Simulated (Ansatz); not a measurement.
The start is a relaxed ZrO2 cell shaken by Gaussian noise of σ = 0.08 Å a coordinate. Cell shape, volume and atoms are optimised at zero target pressure with r2SCAN (plane waves to 500 eV, PAW, scalar-relativistic; Ansatz, a first-principles code). The first steps use a coarse 4×4×4 k-mesh.

Input geometry:
```
ZrO2
1.0
    5.28676     0.00000     0.00000
    0.00000     5.07286     0.00000
    0.00000     0.00000     5.09831
Zr O
4 8
Direct
  0.01269   0.26057   0.26346
  0.97508   0.72408   0.78292
  0.53633   0.73494   0.22518
  0.45171   0.26811   0.75529
  0.37012   0.06630   0.10618
  0.60207   0.90059   0.63096
  0.88129   0.94674   0.11180
  0.12888   0.06098   0.62805
  0.22710   0.55731   0.98758
  0.75953   0.44969   0.49013
  0.71429   0.44548   0.00957
  0.28384   0.56322   0.49243
```

- Initial pressure: +3.6 GPa (positive: the cell is compressed)
- Largest initial force: 5.25 eV/Å, on Zr2 (atoms numbered as listed)
- Energy released: 0.14 eV/atom
- Band gap at the end: 4.40 eV, indirect (valence top at Γ, conduction bottom at k = (0.2, 0.4, 0.4)) (no spin-orbit coupling)
- Optimiser moves: 4

Final structure:

```cif
data_O8Zr4
_chemical_formula_sum 'Zr4 O8'
_space_group_name_H-M_alt 'Pca21'
_space_group_IT_number 29
_space_group_name_Hall 'P 2c -2ac'
_cell_length_a 5.28597
_cell_length_b 5.07258
_cell_length_c 5.09860
_cell_angle_alpha 90.000
_cell_angle_beta 90.000
_cell_angle_gamma 90.000
loop_
_atom_site_label
_atom_site_type_symbol
_atom_site_symmetry_multiplicity
_atom_site_Wyckoff_symbol
_atom_site_fract_x
_atom_site_fract_y
_atom_site_fract_z
_atom_site_occupancy
Zr1 Zr 4 a 0.03056 0.23350 0.25378 1
O1 O 4 a 0.36586 0.43222 0.11214 1
O2 O 4 a 0.72966 0.03643 0.00496 1
```

Final values are on a 5×5×5 k-mesh of the relaxed cell. No spin polarisation in the result.

The first start was generated by placing the elements on the sites of a structure type. A measured structure of ZrO2 has the same space group, Pca2₁ (No. 29); the sites were not compared with it. Another known form has space group No. 14.
